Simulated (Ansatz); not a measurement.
Input and command of a plane-wave DFT calculation in Ansatz:

```yaml
crystal:
  lattice:
    - [0.0, 1.7038286771, 1.7038286771]
    - [1.7038286771, 0.0, 1.7038286771]
    - [1.7038286771, 1.7038286771, 0.0]
  atoms:
    - { symbol: Ni, position: [0.0, 0.0, 0.0], spin: 0.9 }
basis:
  ecutwfc: 500
kpoints:
  mp_grid: { grid: [20, 20, 20] }
hamiltonian:
  xc: r2scan
scf:
  occupations: { method: gaussian, width: 0.1 }
output:
  forces: true
  stress: true
  eigenvalues: true
  populations: true
  write_density: true
  write_potential: true
  elf: true
  volumetric_format: npy
magnetization:
  spin_polarized: true
```

```bash
ansatz run input.yaml --threads 1 --pin off --max-ram 2560MiB --backend cpu --events-out ev --progress --plain --runs-dir out
```

Processor: Arm Neoverse V1, 1 thread, on a host shared with other jobs.

Q: How long does it run, and how much memory does it take?

A: About 22 s on 1 thread of Arm Neoverse V1 (shared host), peak memory 0.38 GiB. It solves 14 bands at 256 k points (the mesh reduced by the symmetry that the task leaves, which can be less than the crystal's) with about 259 plane waves, in 15 SCF iterations.
